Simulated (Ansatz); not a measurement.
BiTe in space group R-3m (No. 166; Bi on 3b, Te on 3a), a = b = 4.8471 Å, c = 9.9387 Å, α = β = 90.00°, γ = 120.00°; the cell used has 2 atoms.

Relaxed with PBE.

Problem. Which orbitals make up the states near the Fermi level in PBE in the plane-wave PAW code Ansatz?

Solution. Within 0.5 eV of the Fermi level: Bi 6p 73 %, Te 5p 18 %. Projections are on Löwdin-orthogonalised atomic valence shells; empty p or d shells of many metals are not among them.

Problem. Tabulate the density of states.

Solution. States/eV per cell of 2 atoms, in 0.25 eV bins, energy from the Fermi level.

| E (eV) | total | Te 5p | Bi 6p | Te 5s |
|---|---|---|---|---|
| -7.85 | 0.00 | 0.00 | 0.00 | 0.00 |
| -7.60 | 0.00 | 0.00 | 0.00 | 0.00 |
| -7.35 | 0.00 | 0.00 | 0.00 | 0.00 |
| -7.10 | 0.00 | 0.00 | 0.00 | 0.00 |
| -6.85 | 0.00 | 0.00 | 0.00 | 0.00 |
| -6.60 | 0.00 | 0.00 | 0.00 | 0.00 |
| -6.35 | 0.00 | 0.00 | 0.00 | 0.00 |
| -6.10 | 0.00 | 0.00 | 0.00 | 0.00 |
| -5.85 | 0.00 | 0.00 | 0.00 | 0.00 |
| -5.60 | 0.07 | 0.04 | 0.03 | 0.00 |
| -5.35 | 0.39 | 0.20 | 0.18 | 0.00 |
| -5.10 | 0.61 | 0.32 | 0.28 | 0.00 |
| -4.85 | 0.81 | 0.43 | 0.36 | 0.01 |
| -4.60 | 0.99 | 0.54 | 0.43 | 0.01 |
| -4.35 | 1.71 | 0.95 | 0.72 | 0.02 |
| -4.10 | 1.73 | 0.97 | 0.71 | 0.02 |
| -3.85 | 1.60 | 0.91 | 0.63 | 0.02 |
| -3.60 | 1.47 | 0.85 | 0.56 | 0.03 |
| -3.35 | 1.56 | 0.92 | 0.56 | 0.03 |
| -3.10 | 1.95 | 1.18 | 0.67 | 0.03 |
| -2.85 | 1.81 | 1.13 | 0.58 | 0.03 |
| -2.60 | 2.02 | 1.33 | 0.58 | 0.03 |
| -2.35 | 1.96 | 1.38 | 0.46 | 0.03 |
| -2.10 | 1.79 | 1.35 | 0.32 | 0.02 |
| -1.85 | 1.44 | 1.15 | 0.18 | 0.01 |
| -1.60 | 1.37 | 1.13 | 0.17 | 0.01 |
| -1.35 | 0.67 | 0.53 | 0.08 | 0.01 |
| -1.10 | 0.25 | 0.09 | 0.14 | 0.01 |
| -0.85 | 0.37 | 0.04 | 0.30 | 0.02 |
| -0.60 | 0.93 | 0.11 | 0.73 | 0.06 |
| -0.35 | 1.16 | 0.17 | 0.89 | 0.06 |
| -0.10 | 1.32 | 0.23 | 0.98 | 0.07 |
| 0.15 | 1.39 | 0.27 | 1.01 | 0.06 |
| 0.40 | 1.40 | 0.31 | 0.98 | 0.06 |
| 0.65 | 1.29 | 0.35 | 0.84 | 0.04 |
| 0.90 | 1.22 | 0.37 | 0.76 | 0.04 |
| 1.15 | 1.20 | 0.38 | 0.73 | 0.03 |
| 1.40 | 1.21 | 0.41 | 0.72 | 0.03 |
| 1.65 | 1.23 | 0.43 | 0.71 | 0.02 |
| 1.90 | 1.27 | 0.46 | 0.73 | 0.02 |
| 2.15 | 1.38 | 0.50 | 0.77 | 0.02 |
| 2.40 | 1.66 | 0.58 | 0.88 | 0.01 |
| 2.65 | 1.66 | 0.58 | 0.82 | 0.01 |
| 2.90 | 1.75 | 0.59 | 0.81 | 0.01 |
| 3.15 | 1.41 | 0.48 | 0.61 | 0.01 |
| 3.40 | 1.44 | 0.44 | 0.57 | 0.01 |
| 3.65 | 1.15 | 0.28 | 0.36 | 0.00 |
| 3.90 | 1.10 | 0.23 | 0.29 | 0.00 |
| 4.15 | 1.14 | 0.15 | 0.19 | 0.00 |
| 4.40 | 1.05 | 0.09 | 0.12 | 0.00 |
| 4.65 | 0.88 | 0.01 | 0.02 | 0.00 |

The workflow started from a Materials Project entry (that database holds measured and hypothetical structures alike); the Crystallography Open Database copy checked does not list it. COD files the formula under space group No. 164, 225. Its standing as an ambient phase is unchecked. The cell was relaxed with PBE under the symmetry of its start; its stability against distortions is not shown here. With an odd number of electrons in the cell and no spin polarisation, the count alone makes it a metal. Scalar-relativistic: spin–orbit coupling is off unless named, which matters more the heavier the elements.

Potentials: the later of the program's two PAW sets.
